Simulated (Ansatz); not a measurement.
RuW (rock salt, Fm-3m) under volume change, the program Ansatz at the PBEsol level (PAW), scaled uniformly.

| V (Å³/atom) | E − E(relaxed) (meV/atom) | P (GPa) |
|---|---|---|
| 14.866 | 124.3 | 29.45 |
| 15.356 | 52.1 | 18.01 |
| 15.846 | 12.3 | 8.28 |
| 16.336 | 0.0 | 0.00 |
| 16.826 | 11.1 | -7.05 |
| 17.316 | 42.0 | -13.04 |
| 17.806 | 89.9 | -18.13 |

Q: What does a third-order Birch–Murnaghan fit give for V₀, B₀ and B′?

A: V₀ = 16.34 Å³/atom, B₀ = 254 GPa, B′ = 4.4.

The start of the workflow was typed in or built on a structure type; neither database checked (COD, Materials Project) lists it. Whether it is the stable phase at ambient conditions was not checked. The PBEsol relaxation kept the symmetry of its start; its stability against distortions is not shown here. No spin polarisation was allowed. Its formation energy is positive at this level, so the cell may be metastable or incomplete. Scalar-relativistic: spin–orbit coupling is off unless named, which matters more the heavier the elements.

Potentials: the later of the program's two PAW sets.
